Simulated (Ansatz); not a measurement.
# Ansatz run, ZnCu2SnSe4

input.yaml (Ansatz 0.2.0)

```yaml
crystal:
  lattice:
    - [5.367063, 0.0, 0.0]
    - [-0.133892, 5.762037, 0.0]
    - [0.0, 0.0, 13.280726]
  atoms:
    - { symbol: Sn, position: [0.677645, 0.686808, 0.152921] }
    - { symbol: Se, position: [0.937773, 0.958349, 0.259252] }
    - { symbol: Se, position: [0.423977, 0.944688, 0.050386] }
    - { symbol: Se, position: [0.414335, 0.434942, 0.259397] }
    - { symbol: Se, position: [0.94225, 0.440206, 0.050301] }
    - { symbol: Cu, position: [0.151303, 0.689799, 0.360306] }
    - { symbol: Cu, position: [0.662272, 0.194685, 0.358613] }
    - { symbol: Zn, position: [0.18069, 0.191708, 0.154017] }
kpoints:
  mp_grid: { grid: [4, 3, 1], shift: [0.5, 0.0, 0.0] }
magnetization:
  spin_polarized: false
scf:
  occupations: { method: fermi_dirac, width: 0.1492 }
  lower_state_search: "off"
  max_iter: 200
hamiltonian:
  pseudopotentials: { kind: paw }
  xc: r2scan
basis:
  ecutwfc: 500
  fft_grid_basis: typed
output:
  forces: true
  stress: true
  eigenvalues: true
  populations: true
  elf: true
  write_potential: true
  volumetric_format: npy
  dos:
    e_range: [-12, 8]
    de: 0.05
    projected: { site_lists: { Cu: [Cu], Se: [Se], Sn: [Sn], Zn: [Zn] } }
    method: { smearing: { sigma: 0.1, scheme: gaussian } }
checkpoint:
  read: saved_state
```

The saved state is an earlier solution for the same cell, perhaps on another mesh. 

Parts of the output:

```
band count auto-derived: 79 (N_el = 128.0; filled up to band 64; 77 by the electrons, moments and atoms)
Pseudopotentials: kind: paw
Pseudopotential: Sn, paw, valence charge 14, recommended cutoff 500 eV (meta_gga), Sn.paw.azcp
Pseudopotential: Se, paw, valence charge 16, recommended cutoff 500 eV (meta_gga), Se.paw.azcp
Pseudopotential: Cu, paw, valence charge 19, recommended cutoff 500 eV (meta_gga), Cu.paw.azcp
Pseudopotential: Zn, paw, valence charge 12, recommended cutoff 500 eV (meta_gga), Zn.paw.azcp
Functional definition: r2SCAN
  exchange = r2scan_x(k0 = k0, k1 = k1, a1 = a1)
  correlation = r2scan_c
Crystal: 8 atoms, lattice volume = 410.709 Å³
Basis set: ecut = 500 eV, 10439 PW (Γ), exchange–correlation on 160×180×400 points (64 copies of the dense FFT grid, shifted against one another)
Bands: 79, of which v1, the nominal top of the filled ones, is band 64 counted from 1 (63 counted from 0)
Symmetry: 1 space group operations
Space group: P1 (ITA 1), of the structure as read, at distance tolerance 7.4e-5 Å
k-points: 6 of 12 (time reversal used)
Initial density: read from a saved state, or passed on in memory by an earlier SCF of this step, an earlier step, the calling program or the single point that the run made first
Functional: x = r2scan, c = r2scan; τ floored in thin density (d = 2e-4 eV/Å³)
SCF iter   1: F=-44538.7147 eV  Δρ=8.17e-4  dr2=1.24e-2  dr2_τ=9.72e-5
SCF iter   2: F=-44538.7033 eV  Δρ=1.39e-3  dr2=2.81e-2  dr2_τ=1.64e-4  recentre
SCF iter   3: F=-44538.7212 eV  Δρ=4.91e-4  dr2=1.45e-3  dr2_τ=5.00e-5
SCF iter   4: F=-44538.7214 eV  Δρ=5.66e-4  dr2=8.65e-4  dr2_τ=5.58e-6
SCF iter   5: F=-44538.7222 eV  Δρ=4.02e-5  dr2=9.08e-6  dr2_τ=2.56e-7  defer=1
SCF iter   6: F=-44538.7221 eV  Δρ=1.57e-5  dr2=1.55e-6  dr2_τ=5.24e-8  defer=1
SCF iter   7: F=-44538.7221 eV  Δρ=6.32e-6  dr2=1.74e-7  dr2_τ=2.96e-9  defer=1
SCF iter   8: F=-44538.7221 eV  Δρ=4.66e-6  dr2=7.09e-8  dr2_τ=9.70e-10
Free energy (F): -44538.7221 eV
Harris-Foulkes:  -44538.7221 eV  (|F-HF|=3.74e-7)
Internal energy: -44538.6516 eV  (E = F + TS)
E sigma→0 (E₀):  -44538.6868 eV
Entropy (-TS):   -0.0705 eV (-8.817 meV/atom)
Fermi energy:    1.6392 eV
--- Per-component energies (eV) ---
  E_band       = -3636.7131
  E_kinetic    = 1395.7153
  E_local      = -59616.5255  (includes V_loc(G=0)·N_el)
  E_nonlocal   = -972.1597
  E_hartree    = 28658.1222
  E_xc         = -1051.7886
  E_vxc        = -820.0707  (∫ρ·V_xc dr)
  E_paw        = -17098.2229  (= ΣΔE_a)
  E_vpaw       = -987.9802  (= ΣTr[D̂ρ^β])
  E_aug_tail   = -0.0006  (compensation charges beyond the density's cutoff)
  E_vtau       = 48.0714  (kinetic-family band-sum trace: ∫τ·v_τ [+ j·A + Jᵃ·Aᵃ] dr)
  E_ewald      = 4153.3168
  E_core_change = -7.1086  (= ΣΔE_core)
  E_smearing   = -0.0705  (= −TS)
--- Forces (eV/Å), atoms counted from 1 ---
  atom   1  Sn     0.3089     0.4025    -1.6352
  atom   2  Se    -0.2837    -0.0662     3.1483
  atom   3  Se    -0.1186     0.1735    -0.4788
  atom   4  Se    -0.5592    -0.1068     3.4199
  atom   5  Se     0.0589    -0.1591    -0.5172
  atom   6  Cu     0.2479    -0.0673    -1.2998
  atom   7  Cu     0.2525    -0.1035    -1.2208
  atom   8  Zn     0.0933    -0.0732    -1.4164
--- Stress (GPa, compression-positive) ---
        1.6051       1.9979       0.1029
        1.9979       1.6271      -0.2859
        0.1029      -0.2859       1.3764
  P = ⅓ Tr σ = 1.5362 GPa (15.362 kbar)
--- Löwdin populations: 8 sites ---
  site symbol       q [e]
     0     Sn     13.1939
     1     Se     16.6407
     2     Se     16.5910
     3     Se     16.6336
     4     Se     16.5840
     5     Cu     18.5494
     6     Cu     18.5497
     7     Zn     10.6980
  spilling = 0.0044 (of n_electrons = 128.0000)
```

Origin: a slab in vacuum, so it need not be a known compound. Caveats: the exchange-correlation potential is rough where the density is thin; atoms or cell far from equilibrium; stress is the mean over slab and vacuum.
